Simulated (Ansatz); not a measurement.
LuBi: computed property card

LuBi:
```cif
data_Bi4Lu4
_chemical_formula_sum 'Lu4 Bi4'
_space_group_name_H-M_alt 'Fm-3m'
_space_group_IT_number 225
_space_group_name_Hall '-F 4 2 3'
_cell_length_a 6.06182
_cell_length_b 6.06182
_cell_length_c 6.06182
_cell_angle_alpha 90.000
_cell_angle_beta 90.000
_cell_angle_gamma 90.000
loop_
_atom_site_label
_atom_site_type_symbol
_atom_site_symmetry_multiplicity
_atom_site_Wyckoff_symbol
_atom_site_fract_x
_atom_site_fract_y
_atom_site_fract_z
_atom_site_occupancy
Lu1 Lu 4 b 0.50000 0.50000 0.50000 1
Bi1 Bi 4 a 0.00000 0.00000 0.00000 1
```
(The calculation used a cell of 2 atoms; values per cell refer to that cell.)

Space group Fm-3m (No. 225), rock salt; conventional cell a = 6.0618 Å, b = 6.0618 Å, c = 6.0618 Å, α = 90.00°, β = 90.00°, γ = 90.00°.

Method: LDA in the plane-wave PAW code Ansatz. Geometry: relaxed at this level of theory. Other levels are named where they apply.

### Cell and energy

```yaml
volume_per_atom: 27.84 Å³
density: 11.45 g/cm³
Formation energy from the elements (no fitted shifts): -0.79 eV/atom
```

### Electronic structure

```yaml
electronic_character: metallic (no gap)
Density of states at the Fermi level: 0.15 states/eV per atom (mean over ±0.08 eV)
```

### Mechanics

```yaml
Bulk modulus (Birch–Murnaghan fit): 66.1 GPa
Pressure derivative B′: 4.2
Elastic constants (relaxed ions, GPa): C11 = 164, C12 = 16.8, C44 = 24.1
mechanical_stability: stable (all eigenvalues of C positive)
hill_bulk_and_shear_moduli: 66.0 and 38.5 GPa
Young's modulus: 96.7 GPa
Poisson's ratio: 0.26
debye_temperature_from_the_elastic_constants: 200 K
```

### Phonons

```yaml
highest_zone_centre_frequency: 124 cm⁻¹
zone_centre_stability: no imaginary mode at Γ
```

The first step of the workflow began from a Materials Project structure, measured or hypothetical; the Crystallography Open Database copy checked does not list it. With Lu and Bi taken as one species the cell has the higher symmetry Pm-3m, so it may be an ordered model of a mixed-site phase. Whether it is the stable phase at ambient conditions was not checked. The LDA relaxation kept the symmetry of its start. As this level gives no gap, shear constants depend on the k-mesh and smearing (Fermi–Dirac, 0.1 eV here). As this level gives no gap, phonon frequencies hold no LO–TO term and depend on the k-mesh and smearing (Fermi–Dirac, 0.1 eV here). The references are the lowest solids computed at this level, not always the standard phases. Spin–orbit coupling is left out wherever it is not named.

Potentials: the later of the program's two PAW sets.
